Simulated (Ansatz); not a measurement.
## Mechanical response of GaIr (Pm-3m)

```xyz
2
Lattice="2.9984 0.0000 0.0000 0.0000 2.9984 0.0000 0.0000 0.0000 2.9984" Properties=species:S:1:pos:R:3 pbc="T T T"
Ga    0.0000    0.0000    0.0000
Ir    1.4992    1.4992    1.4992
```

Conventional cell: a = 2.998 Å, b = 2.998 Å, c = 2.998 Å, α = 90.00°, β = 90.00°, γ = 90.00°. Ga (atom 1) is surrounded by 8 Ir at 2.60 Å. Around Ir (atom 2) lie 8 Ga at 2.60 Å.

Unless marked otherwise, the numbers come from LDA, PAW on Ansatz 0.2.0's default frozen-core files (fitted under PBE), scalar-relativistic. k mesh 16×16×16, strains of ±0.008, Fermi-Dirac smearing of 0.050 eV, cutoff 420 eV. The cell was relaxed by PAW under this functional.

The cell is cubic and carries a residual pressure of -0.01 GPa at this level. Each strain component that symmetry leaves independent is applied at ±0.008, the ions relax wherever a strain frees them, and the stress (tension positive, GPa) is read. Shears are engineering strains, γ = 2ε.

```tsv
strain	size	σxx	σyy	σzz	σyz	σxz	σxy
xx	-0.008	-2.8162	-1.7616	-1.7616	0.0000	0.0000	0.0000
xx	+0.008	2.3743	1.8472	1.8472	0.0000	0.0000	0.0000
yz	-0.008	-0.0077	-0.0118	-0.0118	-0.5772	0.0000	0.0000
yz	+0.008	-0.0077	-0.0118	-0.0118	0.5772	0.0000	0.0000
```

A central difference gives one constant, for example C11 ≈ (2.3743 − (-2.8162))/(0.016) = 324.4 GPa; the program then imposes the crystal's symmetry on the whole matrix.

(1) What are the independent elastic constants?

(2) Do they meet the Born conditions?

(3) What moduli does a random aggregate of grains have?

(4) With the density of 16.136 g/cm³, how fast does sound travel, and what Debye temperature follows?

(5) What happens at 30 GPa (cell relaxed there)?

## Answers

(1) C11 = 324.4, C12 = 225.5, C44 = 72.1 GPa.

(2) C11 − C12 = 98.9, C11 + 2C12 = 775.5 and C44 = 72.1 GPa must all be positive, so the crystal is elastically stable; that says nothing yet of its phonons.

(3) B = (C11 + 2C12)/3 = 258.5 GPa. G_V = (C11 − C12 + 3C44)/5 = 63.1 and G_R = 5(C11 − C12)C44/(4C44 + 3(C11 − C12)) = 60.9, so G_H = 62.0 GPa. Then E = 9BG/(3B + G) = 172.2 GPa, ν = (3B − 2G)/(6B + 2G) = 0.389 and B/G = 4.17, on the ductile side of Pugh's 1.75 (a rule of thumb).

(4) 

```json
{"direction": "[100]", "slow (m/s)": "2115", "middle (m/s)": "2115", "fast (m/s)": "4484"}
{"direction": "[110]", "slow (m/s)": "1750", "middle (m/s)": "2115", "fast (m/s)": "4638"}
{"direction": "[111]", "slow (m/s)": "1880", "middle (m/s)": "1880", "fast (m/s)": "4689"}
```

The mean of v⁻³ over directions and branches gives v_m = 2212 m/s and θ_D = (ħ/k_B) v_m (6π²n)^(1/3) = 277 K, n being atoms per volume. Young's modulus spans 139 to 198 GPa over directions, and the universal anisotropy index is 0.17.

(5) The volume falls to 0.9115 of its value, and C11 = 485.9, C12 = 353.4, C44 = 125.4 GPa (slopes of the stress), in this structure whether or not another phase takes over.

Keep in mind: frozen-core PAW files fitted under PBE, their cores solved anew for the functional of the run; responses of metals move with mesh and smearing; no spin-orbit coupling on heavy atoms; the softest shear constant rests on one k mesh, and a soft shear can herald a distortion on cooling.
